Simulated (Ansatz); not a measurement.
Spin spirals in GdIn3 (Pm-3m)

```xyz
4
Lattice="4.6393 0.0000 0.0000 0.0000 4.6393 0.0000 0.0000 0.0000 4.6393" Properties=species:S:1:pos:R:3 pbc="T T T"
Gd    0.0000    0.0000    0.0000
In    2.3197    0.0000    2.3197
In    0.0000    2.3197    2.3197
In    2.3197    2.3197    0.0000
```

The geometry is a structure from the Materials Project, held fixed and not relaxed.

Settings: LDA, 6×6×6 k mesh, Fermi–Dirac smearing of 0.05 eV. PAW means Ansatz 0.2.0 on its default frozen-core files. Site moments are integrated in spheres about the atoms. Start moments (μB): Gd1 -7.

Flat spirals without spin–orbit coupling: moments start in the xy plane and turn about z by q·R from cell to cell, and their directions inside a cell are free. q runs from Γ to R = (0.500, 0.500, 0.500) in reciprocal cell vectors. Energies count from each method's run at q = 0. Each q is a vector of the k mesh, and the mesh is shifted by q/2 where needed, so that both spin components are sampled on the same points as at q = 0.

Q: Where along the line is the energy lowest?

A: The lowest point lies at 0.333 of the way, 3.8 meV/cell under q = 0, which this mesh may not resolve.
```tsv
fraction of Γ–R	|q| (1/Å)	ΔF PAW (meV/cell)	largest moment, PAW (μB)
0.000	0.000	0.0	6.97
0.333	0.391	-3.8	6.97
0.667	0.782	-1.9	6.98
1.000	1.173	+9.9	6.96
```

The PAW files were made with PBE; the program remakes their cores once for the run's functional and then keeps them frozen. Without U a semilocal functional puts the f levels too near the Fermi level, which can change moments and the order of magnetic states; site and cell moments are spin moments. Spin–orbit coupling is left out although heavy atoms are present. With open f shells a run can end in a state that isn't the lowest. The magnetic state is the one that this cell and start allow. It needn't be the compound's measured order, which may need a larger cell or be absent.
